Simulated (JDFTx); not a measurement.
MgB2(1 0 -1 0) slab cut from bulk MgB2 (space group P6/mmm, indices of the conventional cell, lattice of the Materials Project entry mp-763, not re-optimised): 10 atoms in 10 planes, a 1x1 cell of 10.78 Å² (|a| = 3.063, |b| = 3.521 Å), 8.0 Å between the outermost planes, Mg outermost, slab composition Mg4B6, cell height 24.0 Å, 8×6×1 k mesh, Fermi smearing 0.01 Ha, no spin polarisation. Whether this polymorph is the ambient one wasn't checked.

Level of theory: PBE, GBRV ultrasoft potentials, plane waves to 20/100 Ha; code: JDFTx (a modified build). Vacuum. The outer atoms relax from bulk positions, keeping the cell's symmetry; the lattice is not PBE's own optimum in this code, and that strain can shift the moves by a few hundredths of an ångström. Input:

```
lattice \
  5.7877776044 0.0000000000 0.0000000000 \
  0.0000000000 6.6534800204 0.0000000000 \
  0.0000000000 0.0000000000 45.3534269910
coords-type Lattice
ion B 0.1323023490 0.5000000000 -0.1289374710 1
ion B 0.6323023490 0.5000000000 -0.0920981940 0
ion B 0.6323023490 0.5000000000 -0.0184196390 0
ion B 0.1323023490 0.5000000000 0.0184196390 0
ion B 0.1323023490 0.5000000000 0.0920981940 0
ion B 0.6323023490 0.5000000000 0.1289374710 1
ion Mg 0.6323023490 0.0000000000 -0.1657767490 1
ion Mg 0.1323023490 0.0000000000 -0.0552589160 0
ion Mg 0.6323023490 0.0000000000 0.0552589160 0
ion Mg 0.1323023490 0.0000000000 0.1657767490 1
ion-species pseudo/b_pbe_v1.4.upf
ion-species pseudo/mg_pbe_v1.4.upf
elec-cutoff 20 100
elec-ex-corr gga-PBE
coulomb-interaction Slab 001
coulomb-truncation-embed 0 0 0
kpoint-folding 8 6 1
elec-smearing Fermi 0.01
lcao-params 10
elec-n-bands 44
electronic-scf nIterations 100 energyDiffThreshold 1e-07
ionic-minimize nIterations 10 energyDiffThreshold 1e-5 knormThreshold 4e-4
dump-name vac.$VAR
dump End State Ecomponents EigStats BandEigs Forces ElecDensity IonicPositions Fillings Kpoints Dtot
```

How far do the free atoms of the upper face move along the normal, and how much energy is released?

Mg (atom 10) 0.01 Å, B (atom 6) -0.09 Å (positive: outward). The free energy falls by 0.086 eV per cell, 64 mJ/m².
